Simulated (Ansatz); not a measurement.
An Ansatz (a quantum-chemistry and plane-wave program) run. Input:

Ansatz 0.2 input:
```yaml
crystal:
  lattice:
    - [4.1229230994, 2.3803707613, 3.3939676185]
    - [-4.1229230994, 2.3803707613, 3.3939676185]
    - [0.0, -4.7607415225, 3.3939676185]
  atoms:
    - { symbol: I, position: [0.5081949938, 0.0092020826, 0.5081949938] }
    - { symbol: I, position: [0.5081949938, 0.5081949938, 0.0092020826] }
    - { symbol: I, position: [0.0092020826, 0.5081949938, 0.5081949938] }
    - { symbol: Cs, position: [0.009639489, 0.009639489, 0.009639489] }
    - { symbol: Ge, position: [0.5267984408, 0.5267984408, 0.5267984408] }
kpoints:
  mp_grid: { grid: [3, 3, 3] }
hamiltonian:
  xc: hse06
  pseudopotentials: { kind: paw }
scf:
  n_extra_bands: 6
  occupations: { method: fixed }
output:
  eigenvalues: true
  eigenstates:
    e_range: [-9.0, 8.6]
    kpoints:
      - [0.5, 0.5, 0.5]  # VBM
      - [0.481771, -0.498698, -0.484375]  # CBM
      - [0.0, 0.0, 0.0]  # GAMMA
      - [0.5, 0.5, 0.5]  # T
      - [0.5, 0.0, 0.0]  # L
      - [0.5, 0.0, 0.5]  # F
      - [0.4972988684, -0.4972988684, 0.0]  # S_0
      - [0.5027011316, 0.0, 0.4972988684]  # S_2
      - [0.5, -0.4945977368, 0.4945977368]  # H_0
      - [0.5054022632, 0.4945977368, 0.5]  # H_2
```

Output (shortened):

```
Pseudopotential: I, paw, valence charge 17
Pseudopotential: Cs, paw, valence charge 9
Pseudopotential: Ge, paw, valence charge 14
Functional definition: HSE06
davidson cushion auto → on  (no smearing: the cushion is to keep the highest requested band from converging to the state above it …
Crystal: 5 atoms, lattice volume = 199.852 Å³
Basis set: ecut = 420 eV, 3893 PW (Γ)
Bands: 43, of which v1, the nominal top of the filled ones, is band 37 counted from 1 (36 counted from 0)
Symmetry: 6 space group operations
Space group: R3m (ITA 160), of the structure as read, at distance tolerance 5.8e-5 Å
k-points: 6 of 27 (time reversal used)
SCF iter   1: F=—  HF=-32508.816330 eV  |F-HF|=—  |Δ(HF+E_count)|=         —  Δρ=1.24e-3  dr2=3.69e-3  ethr=1.77e-3  ⟨swp⟩=13.2  Hψ=1164  notcnv=0
preconditioner: auto → none
iter 2 solved again at ethr=4.20e-7 eV; its pass at ethr=4.98e-6 eV (dr2=3.11e-4 eV) is discarded
SCF iter   2: F=-32508.818145 eV  HF=-32508.817909 eV  |F-HF|=2.36e-4  |Δ(HF+E_count)|=   1.58e-3  Δρ=5.21e-4  dr2=3.10e-4  ethr=4.20e-7  ⟨swp⟩=3.0  Hψ=1538  notcnv=0  defer=1
SCF 1 stopped early in 2 iterations: F = -32508.818145 eV  dr2 = 3.10e-4
Crystal: 5 atoms, lattice volume = 199.852 Å³
Exchange kernel: α = 0.2500, screened, ω = 0.2079 Å⁻¹, Wigner–Seitz truncation, v(0) = 1041.1781 eV·Å³, q-mesh 3×3×3, nearest image of the exchange supercell L …
Frozen-core exchange: fock
SCF iter   1: F=—  HF=-32528.746004 eV  |F-HF|=—  |Δ(HF+E_count)|=         —  Δρ=4.32e-3  dr2=2.66e-2  ethr=4.19e-6  ⟨swp⟩=8.5  Hψ=1255  notcnv=0
preconditioner: auto → none
SCF iter   2: F=—  HF=-32528.730587 eV  |F-HF|=—  |Δ(HF+E_count)|=   1.54e-2  Δρ=1.20e-3  dr2=2.65e-3  ethr=4.19e-6  ⟨swp⟩=4.0  Hψ=788  notcnv=0
SCF iter   3: F=—  HF=-32528.740840 eV  |F-HF|=—  |Δ(HF+E_count)|=   1.03e-2  Δρ=8.00e-4  dr2=8.85e-4  ethr=1.99e-6  ⟨swp⟩=4.0  Hψ=883  notcnv=0
SCF iter   4: F=—  HF=-32528.740642 eV  |F-HF|=—  |Δ(HF+E_count)|=   1.98e-4  Δρ=2.27e-4  dr2=6.81e-5  ethr=1.12e-6  ⟨swp⟩=3.2  Hψ=648  notcnv=0
SCF iter   5: F=—  HF=-32528.740791 eV  |F-HF|=—  |Δ(HF+E_count)|=   1.49e-4  Δρ=9.09e-5  dr2=3.76e-5  ethr=6.83e-8  ⟨swp⟩=4.7  Hψ=725  notcnv=0
SCF iter   6: F=-32528.740777 eV  HF=-32528.740782 eV  |F-HF|=4.69e-6  |Δ(HF+E_count)|=   9.02e-6  Δρ=2.61e-5  dr2=6.97e-6  ethr=4.77e-8  ⟨swp⟩=4.0  Hψ=725  notcnv=0
SCF 2 stopped early in 6 iterations: F = -32528.740777 eV  dr2 = 6.97e-6
hybrid outer 1: dexx = +1.108e-2 eV, tail = 6.04e-5 eV
Crystal: 5 atoms, lattice volume = 199.852 Å³
Exchange kernel: α = 0.2500, screened, ω = 0.2079 Å⁻¹, Wigner–Seitz truncation, v(0) = 1041.1781 eV·Å³, q-mesh 3×3×3, nearest image of the exchange supercell L …
Frozen-core exchange: fock
SCF iter   1: F=—  HF=-32528.740564 eV  |F-HF|=—  |Δ(HF+E_count)|=         —  Δρ=2.05e-5  dr2=8.76e-7  ethr=4.08e-7  ⟨swp⟩=3.5  Hψ=630  notcnv=0
preconditioner: auto → none
SCF iter   2: F=—  HF=-32528.740565 eV  |F-HF|=—  |Δ(HF+E_count)|=   1.06e-6  Δρ=1.20e-5  dr2=2.91e-7  ethr=1.01e-9  ⟨swp⟩=5.3  Hψ=988  notcnv=0  defer=3
iter 3 solved again at ethr=3.09e-11 eV; its pass at ethr=3.48e-10 eV (dr2=2.28e-8 eV) is discarded
SCF iter   3: F=-32528.740565 eV  HF=-32528.740565 eV  |F-HF|=4.77e-10  |Δ(HF+E_count)|=   6.66e-8  Δρ=5.34e-6  dr2=2.69e-8  ethr=3.09e-11  ⟨swp⟩=2.8  Hψ=1239  notcnv=0
SCF 3 converged in 3 iterations: F = -32528.740565 eV  dr2 = 2.69e-8
hybrid outer 2: dexx = +9.454e-7 eV, tail = 8.44e-8 eV, Δε = 3.49e-3 eV (about 1.72e-4 eV left of the loop's levels)
NSCF: frozen V_eff on 10 k-points
hybrid SCF converged: 2 outer / 9 inner (+2 warm-up), last move |dexx| = 9.45e-7 eV, tail = 8.44e-8 eV
Stability not checked (fock_operator)
Free energy (F): -32528.740565 eV
Frozen-core exchange: fock
Harris-Foulkes:  -32528.740565 eV  (|F-HF|=4.77e-10)
Internal energy: -32528.740565 eV  (E = F + TS)
E sigma→0 (E₀):  -32528.740565 eV
Fermi energy:    4.263580 eV
--- Per-component energies (eV) ---
  E_band       = -1543.203483
  E_kinetic    = 816.626208
  E_local      = -9817.663654  (includes V_loc(G=0)·N_el)
  E_nonlocal   = 170.316932
  E_hartree    = 4799.987841
  E_xc         = -511.026959
  E_vxc        = -463.237193  (∫ρ·V_xc dr)
  E_exx        = -220.851393  (= α·E_x^exact, valence–valence)
  E_paw        = -21450.864250  (= ΣΔE_a)
  E_vpaw       = -1407.513655  (= ΣTr[D̂ρ^β])
  E_aug_tail   = 0.000234  (compensation charges beyond the density's cutoff)
  E_ewald      = -6313.669787
  E_core_change = -1.595737  (= ΣΔE_core)
  E_smearing   =  0.000000  (= −TS)
  E_closure    =  0.000000  (closes the sum)
  Σ components = -32528.740565   (vs F -32528.740565, Δ=0.00e0)
  [band-id]    e_kinetic+e_local+e_nonlocal+2·e_hartree+e_vxc+2·e_exx+e_vpaw+e_augmentation_tail = -1543.198231   (vs E_band -1543.203483, Δ=5.25e-3)
--- Band table (eV; the first three rows and the last of 6) ---
  k-point 0: bands = ["-41.9415", "-41.9408", "-41.9408", "-41.8887", "-41.8883", "-41.8883", "-41.8872", "-41.8872", "-41.8868", "-41.7465", "-41.7465", "-41.7465", "-41.7455", "-41.7455", "-41.7451", "-22.6612", "-22.6612", "-22.6441", "-22.6441", …
  k-point 1: bands = ["-41.9413", "-41.9409", "-41.9408", "-41.8886", "-41.8882", "-41.8880", "-41.8875", "-41.8873", "-41.8869", "-41.7465", "-41.7465", "-41.7465", "-41.7455", "-41.7454", "-41.7452", "-22.6612", "-22.6612", "-22.6442", "-22.6441", …
  k-point 2: bands = ["-41.9412", "-41.9409", "-41.9409", "-41.8884", "-41.8880", "-41.8880", "-41.8875", "-41.8875", "-41.8871", "-41.7465", "-41.7465", "-41.7464", "-41.7455", "-41.7454", "-41.7453", "-22.6612", "-22.6612", "-22.6442", "-22.6442", …
  k-point 5: bands = ["-41.9411", "-41.9410", "-41.9409", "-41.8882", "-41.8881", "-41.8880", "-41.8875", "-41.8874", "-41.8873", "-41.7465", "-41.7464", "-41.7464", "-41.7454", "-41.7454", "-41.7453", "-22.6612", "-22.6612", "-22.6442", "-22.6442", …
```

Cost: very roughly 4 core-minutes on shared cores.

The points marked VBM and CBM come from a semilocal run.

The workflow started from an entry of the Crystallography Open Database (COD, 293 K). Its standing as an ambient phase is unchecked. Symmetry was held in the PBEsol relaxation; whether a distortion lowers the energy is not shown. Spin–orbit coupling is left out wherever it is not named.

Potentials: the later of the program's two PAW sets.

Ansatz is a plane-wave DFT program.
